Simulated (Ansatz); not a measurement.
**TiAl$_{4}$Ni$_{3}$: relaxed-ion elastic tensor**

The calculation used DFT PBE, scalar-relativistic, plane waves, PAW in Ansatz 0.2.0. Settings: 420 eV plane-wave cutoff, Γ-centred 10×10×6 mesh, Fermi-Dirac smearing of 0.15 eV. No spin polarisation.

Relaxed structure:
```yaml
crystal:
  lattice:
    - [4.03101, 0.00000, 0.00000]
    - [0.00000, 4.03101, 0.00000]
    - [0.00000, 0.00000, 6.50820]
  atoms:
    - { symbol: Ti, position: [0.50000, 0.50000, 0.50000] }
    - { symbol: Al, position: [0.50000, 0.00000, 0.77199] }
    - { symbol: Al, position: [0.00000, 0.50000, 0.77199] }
    - { symbol: Al, position: [0.50000, 0.00000, 0.22801] }
    - { symbol: Al, position: [0.00000, 0.50000, 0.22801] }
    - { symbol: Ni, position: [0.00000, 0.00000, 0.00000] }
    - { symbol: Ni, position: [0.50000, 0.50000, 0.00000] }
    - { symbol: Ni, position: [0.00000, 0.00000, 0.50000] }
```

It was reached by relaxing an invented guess, and it needn't be the stable form of this composition. In a metal, frequencies and elastic constants depend on the k mesh and the smearing, soft modes and shear constants most.

(1) Give the relaxed-ion elastic constants (GPa, Voigt order xx yy zz yz xz xy, on the Cartesian axes of the cell above).

(2) Is the crystal stable against homogeneous strain?

(3) And the moduli of a polycrystal (Hill averages)?

## Answers

(1)
```
244.8  66.2 109.7   0.0   0.0   0.0
 66.2 244.8 109.7   0.0   0.0   0.0
109.8 109.8 178.0   0.0   0.0   0.0
  0.0   0.0   0.0  98.7   0.0   0.0
  0.0   0.0   0.0   0.0  98.7   0.0
  0.0   0.0   0.0   0.0   0.0  39.3
```

(2) Yes: the least eigenvalue of the tensor is 39.3 GPa.

(3) B = 137 GPa, G = 66 GPa, E = 172 GPa, ν = 0.29.
